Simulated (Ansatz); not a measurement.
SrTe (rock salt, Fm-3m), PBE (plane waves, PAW; program Ansatz). The conduction-band minimum lies at X, with 3 equivalent valleys. Second derivatives d²E/dk² of the lowest band at one valley (eV·Å²), along Cartesian directions:

| direction | d²E/dk² |
|---|---|
| [100] | 5.846 |
| [010] | 29.03 |
| [001] | 29.03 |
| [110] | 17.44 |
| [101] | 17.44 |
| [011] | 29.00 |

**Question.** Find the principal effective masses, the density-of-states mass and the conductivity mass.

**Answer.** Off-diagonal terms follow from H_xy = H[110] − (H_xx + H_yy)/2, and m*/mₑ = 7.620 eV·Å² over each eigenvalue: 0.26, 0.26, 1.3. One valley's DOS mass (m₁m₂m₃)^(1/3) = 0.45, conductivity mass 3/(Σ 1/mᵢ) = 0.36 mₑ.

**Question.** What effective density of states Nc follows at 300 K for parabolic valleys?

**Answer.** Nc = 2.509e19 × 3 × (0.45)^(3/2) ≈ 2.3e19 cm⁻³.

Symmetry was held in the PBE relaxation. Spin–orbit coupling is left out wherever it is not named.

Potentials: the later of the program's two PAW sets.

Edges and masses are those of Kohn–Sham bands, whose gap is no quasiparticle gap.
